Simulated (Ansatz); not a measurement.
TaCo₃ (space group R-3m)

```
TaCo3
1.0
    2.54643     1.47018     6.17041
   -2.54643     1.47018     6.17041
    0.00000    -2.94037     6.17041
Ta Co
3 9
Direct
  0.00000   0.00000   0.00000
  0.21869   0.21869   0.21869
  0.78131   0.78131   0.78131
  0.50000   0.50000   0.00000
  0.00000   0.50000   0.50000
  0.50000   0.00000   0.50000
  0.71387   0.24183   0.71387
  0.28613   0.75817   0.28613
  0.71387   0.71387   0.24183
  0.28613   0.28613   0.75817
  0.24183   0.71387   0.71387
  0.75817   0.28613   0.28613
```

The slice is a (0001) plane (indices of the conventional cell) through the point (0.781, 0.781, 0.781) (fractional), spanned by u = [1 0 -1] and v = [-1 2 -1] in vectors of this cell: u (5.09 Å) and v (8.82 Å, at 90° to u). It covers one period; positions are fractions (u, v).

All values below come from PBEsol (plane waves to 420 eV, PAW, scalar-relativistic; Ansatz, a program for electronic structure). k mesh 9×9×9. Inside the PAW spheres the values are not all-electron values, and peaks at nuclei hang on which shells count as valence. Spin-orbit coupling is left out, though Ta is heavy. TaCo3 is run without spin polarisation. TaCo3 was relaxed with its symmetry unable to fall.

Sketch the electrostatic potential energy of an electron, from the cell's mean on this plane as a map.


```
|xxxxxx  ==xxxxxxxxxx==  xxxx|
|xxxx  ==**xxxxxxxxxx**==  xx|
|    ::--==++==--==++==--::  |
|**++xxxxxxxx++##++xxxxxxxx++|
|%%--xxxxxxxxxx**xxxxxxxxxx--|
|%%xxxxxxxxxxxx++xxxxxxxxxxxx|
|@@++xxxxxxxxxx**xxxxxxxxxx++|
|@@%%xxxxxxxx==**==xxxxxxxx%%|
|##%%%%**++::      ::++**%%%%|
|xxxx++##==  xxxxxx  ==##++xx|
|xxxxxx++  xxxxxxxxxx  ++xxxx|
|xxxxxx::  xxxxxxxxxx  ::xxxx|
|xxxxxx==  xxxxxxxxxx  ==xxxx|
|xxxxxx**==  xxxxxx  ==**xxxx|
|--==++==--::      ::--==++==|
|##++xxxxxxxx++**++xxxxxxxx++|
|**xxxxxxxxxx--%%--xxxxxxxxxx|
|++xxxxxxxxxxxx%%xxxxxxxxxxxx|
|**xxxxxxxxxx++@@++xxxxxxxxxx|
|**==xxxxxxxx%%@@%%xxxxxxxx==|
|    ::++**%%%%##%%%%**++::  |
|xxxx  ==##++xxxxxx++##==  xx|
|xxxxxx  ++xxxxxxxxxx++  xxxx|
|xxxxxx  ::xxxxxxxxxx::  xxxx|
```
Scale: ten equal steps from 5.00 (start of ' ') to 13.89 (end of '@'), in the order ' .:-=+*#%@'. Values: electrostatic potential energy of an electron, from the cell's mean, in eV. The map has 14 points along u (two characters each, u = 0 at the left) and 24 along v (v = 0 in the bottom row). Points within 1 Å of a nucleus are blanked (x), as the pseudised field means little there. Values under 5 eV are set to 5. The zero, the cell's mean, hangs on the PAW cores.
